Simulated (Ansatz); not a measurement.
Ansatz run on CeGa2Pd2

System: CeGa2Pd2 (parent space group No. 129, strained and rattled), 10 atoms in the cell.

Ansatz input (lattice in Å, positions in fractions of it; a bare `kind: paw` takes the build's default datasets)
```yaml
crystal:
  lattice:
    - [4.425214, 0.001591, -0.061728]
    - [0.001591, 4.327129, -0.011243]
    - [-0.14109, -0.025698, 9.977493]
  atoms:
    - { symbol: Ce, position: [0.84201, 0.814017, 0.30983] }
    - { symbol: Ce, position: [0.347925, 0.317783, 0.814404] }
    - { symbol: Ga, position: [0.853112, 0.338241, 0.554848] }
    - { symbol: Ga, position: [0.349719, 0.809593, 0.565137] }
    - { symbol: Ga, position: [0.84395, 0.824025, 0.938647] }
    - { symbol: Ga, position: [0.341391, 0.325447, 0.184597] }
    - { symbol: Pd, position: [0.855369, 0.315554, 0.063021] }
    - { symbol: Pd, position: [0.335912, 0.812445, 0.072242] }
    - { symbol: Pd, position: [0.83853, 0.806278, 0.685111] }
    - { symbol: Pd, position: [0.357961, 0.310831, 0.432029] }
kpoints:
  mp_grid: { grid: [3, 3, 1] }
hamiltonian:
  xc: r2scan
  pseudopotentials: { kind: paw }
scf:
  occupations: { method: fermi_dirac, width: 0.15 }
output:
  forces: true
  stress: true
basis:
  ecutwfc: 750
```

All numbers below come from r²SCAN, plane waves, PAW datasets (generated soft set 1) in Ansatz.

Results

```json
{
 "Pressure": "0.20 GPa",
 "Largest force": "1.135 eV/Å on Pd9",
 "Smearing term TS": "111.1 meV/atom",
 "Valence electrons": "148",
 "Irreducible k-points": "5",
 "CPU time": "about 100 core-seconds on a shared host"
}
```

```json
{"atom": "Ce1", "Fx (eV/Å)": "0.046", "Fy (eV/Å)": "0.195", "Fz (eV/Å)": "0.419"}
{"atom": "Ce2", "Fx (eV/Å)": "-0.024", "Fy (eV/Å)": "-0.018", "Fz (eV/Å)": "-0.390"}
{"atom": "Ga3", "Fx (eV/Å)": "0.344", "Fy (eV/Å)": "-0.965", "Fz (eV/Å)": "-0.077"}
{"atom": "Ga4", "Fx (eV/Å)": "-0.564", "Fy (eV/Å)": "0.201", "Fz (eV/Å)": "-0.150"}
{"atom": "Ga5", "Fx (eV/Å)": "-0.242", "Fy (eV/Å)": "-0.306", "Fz (eV/Å)": "-0.235"}
{"atom": "Ga6", "Fx (eV/Å)": "0.535", "Fy (eV/Å)": "-0.509", "Fz (eV/Å)": "0.485"}
{"atom": "Pd7", "Fx (eV/Å)": "-0.514", "Fy (eV/Å)": "0.254", "Fz (eV/Å)": "-0.115"}
{"atom": "Pd8", "Fx (eV/Å)": "0.276", "Fy (eV/Å)": "0.417", "Fz (eV/Å)": "-0.649"}
{"atom": "Pd9", "Fx (eV/Å)": "0.488", "Fy (eV/Å)": "0.856", "Fz (eV/Å)": "0.563"}
{"atom": "Pd10", "Fx (eV/Å)": "-0.343", "Fy (eV/Å)": "-0.126", "Fz (eV/Å)": "0.148"}
```

Stress tensor in GPa, compression positive:
```
-0.67 -0.03  1.81
-0.03  1.64  0.73
 1.81  0.73 -0.38
```

The stress includes the program's correction for the finite plane-wave basis.

The k-mesh is coarse, so these values belong to this mesh and can lie far from the converged ones. The open f shell is treated without spin here, so this is a model state and not the ground state. With an open f shell the self-consistent state may not be the lowest one.
